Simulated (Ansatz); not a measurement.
**C, first-principles data**

C:
```
C
1.0
    2.51231     0.00000     0.00000
   -1.25616     2.17573     0.00000
    0.00000     0.00000    12.39174
C
12
Direct
  0.66667   0.33333   0.35494
  0.33333   0.66667   0.64506
  0.33333   0.66667   0.85494
  0.66667   0.33333   0.14506
  0.66667   0.33333   0.02076
  0.33333   0.66667   0.97924
  0.33333   0.66667   0.52076
  0.66667   0.33333   0.47924
  0.00000   0.00000   0.68683
  0.00000   0.00000   0.31317
  0.00000   0.00000   0.18683
  0.00000   0.00000   0.81317
```

Space group P6_3/mmc (No. 194); conventional cell a = 2.512 Å, b = 2.512 Å, c = 12.392 Å, α = 90.00°, β = 90.00°, γ = 120.00°.

Method: the program Ansatz at the r²SCAN level (PAW). Structure relaxed to zero pressure with the same functional. Other levels are named where they apply.

### Cell and energy

```yaml
volume_per_atom: 5.64 Å³
density: 3.53 g/cm³
```

### Electronic structure

```yaml
band_gap: 4.66 eV (indirect)
valence_band_maximum: at Γ
conduction_band_minimum: on the Γ–M line, 73 % of the way from Γ (6 equivalent valleys)
smallest_direct_gap_on_the_standard_path: 5.68 eV
electron_effective_mass: 0.23, 0.66, 1.3 mₑ (principal values)
Hole effective mass, band 1 of 2 at the edge: 0.75 along x, 0.65 along z (mₑ)
Hole effective mass, band 2 of 2 at the edge: 0.26 along x, 0.65 along z (mₑ)
HSE06 gap on the r²SCAN cell: 5.61 eV
```

### Mechanics

```yaml
Bulk modulus (Birch–Murnaghan fit): 4510 kbar
Pressure derivative B′: 3.7
Elastic constants (relaxed ions, GPa): C11 = 1220, C12 = 93.7, C13 = 41.6, C33 = 1270, C44 = 512
mechanical_stability: stable (all eigenvalues of C positive)
hill_bulk_and_shear_moduli: 451 and 551 GPa
Young's modulus: 1170 GPa
Poisson's ratio: 0.07
debye_temperature_from_the_elastic_constants: 2280 K
```

### Dielectric response

```yaml
Electronic dielectric constant ε∞ (DFPT): 5.72 (xx = yy), 5.88 (zz)
```

### Phonons

```yaml
highest_zone_centre_frequency: 1337 cm⁻¹
zone_centre_stability: no imaginary mode at Γ
dynamical_stability_on_the_path: stable (no imaginary branch)
zero_point_energy: 183.2 meV/atom
Vibrational entropy at 300 K: 2.3 J/(K·mol of atoms)
```

The first step of the workflow began from a Materials Project structure, measured or hypothetical. Its sites differ from those of the usual phase in this space group: another stacking or structure type. The cell was relaxed with r²SCAN under the symmetry of its start.

Potentials: the later of the program's two PAW sets.
